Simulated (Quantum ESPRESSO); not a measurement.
# Ga7AlP8: convergence and cost over cutoff and k mesh

Simulated, not a measurement. The program is pw.x of Quantum ESPRESSO 7.5 (plane-wave density functional theory). The cell is made up: 16 atoms on a doubled zincblende/diamond lattice, with randomly drawn elements, strain and displacements, not relaxed. PseudoDojo standard norm-conserving files (v0.5 for PBE, v0.4.1 for LDA and PBEsol) set the functional; there is no spin polarisation, spin-orbit coupling or dispersion term, and the masses in the input are unused placeholders.

Input of the run in row 4:

```
&control calculation='scf', pseudo_dir='./dojo.nc.sr.pbe.v0_5.standard.upf', outdir='./o', disk_io='low', tprnfor=.true., tstress=.true. /
&system ibrav=0, nat=16, ntyp=3, nbnd=73, ecutwfc=79.96652505, nosym=.true., tot_charge=0,
 occupations='smearing', smearing='fd', degauss=0.0018374661
/
&electrons conv_thr=7.350e-09, electron_maxstep=60, /
ATOMIC_SPECIES
Al 1.0 Al.upf
Ga 1.0 Ga.upf
P 1.0 P.upf
CELL_PARAMETERS angstrom
5.466 0.0297 0.0684
0.0297 5.4491 0.0012
0.1368 0.0023 10.9749
ATOMIC_POSITIONS angstrom
Ga 0.0282 0.0566 -0.1
Ga 0.0445 2.7111 2.7424
Ga 2.8116 -0.0606 2.6724
Ga 2.7449 2.6159 0.0478
Ga 0.1006 0.0437 5.4902
Al 0.0182 2.748 8.0858
Ga 2.8352 -0.0153 8.274
Ga 2.9158 2.7366 5.4307
P 1.4137 1.233 1.2871
P 1.459 3.9517 4.2284
P 4.1554 1.3872 4.1028
P 4.0928 4.1134 1.3423
P 1.4438 1.4322 6.7881
P 1.5208 3.9723 9.5853
P 4.2406 1.3486 9.6593
P 4.206 4.2895 6.9147
K_POINTS automatic
4 4 2 1 1 1
```

The same cell was run at these settings. Meshes are shifted by half a step, and differences are from the last row, which is itself not exact.

| cutoff (eV) | k mesh | k points solved | threshold (eV) | free energy less the last row's (eV) | pressure (GPa) | largest stress difference (GPa) | largest force difference (eV/Å) | iterations | wall time (s) | k-point pools | processor |
| --- | --- | --- | --- | --- | --- | --- | --- | --- | --- | --- | --- |
| 762 | 2 x 2 x 2 | 4 | 1e-04 | 11.935 | -47.56 | 50.68 | 0.040 | 8 | 172 | 1 | AMD EPYC, Zen 5 class |
| 1088 | 1 x 1 x 1 | 1 | 1e-07 | 5.070 | 4.76 | 2.54 | 0.232 | 13 | 64 | 4 | Intel Xeon, 2023 or later |
| 570 | 4 x 4 x 2 | 16 | 1e-07 | 178.695 | -378.63 | 381.46 | 0.087 | 13 | 80 | 4 | Intel Xeon, 2023 or later |
| 1088 | 4 x 4 x 2 | 16 | 1e-07 | 0.018 | 2.58 | 0.02 | 0.002 | 13 | 265 | 4 | Intel Xeon, 2023 or later |
| 1377 | 6 x 6 x 4 | 72 | 1e-07 | 0.000 | 2.60 | 0.00 | 0.000 | 13 | 1155 | 4 | Intel Xeon, 2023 or later |

Each pool is one process. Wall times include start-up and a band step at six k points, which weighs most on the coarsest meshes. The runs were on shared virtual cores whose load varied, so times are rough.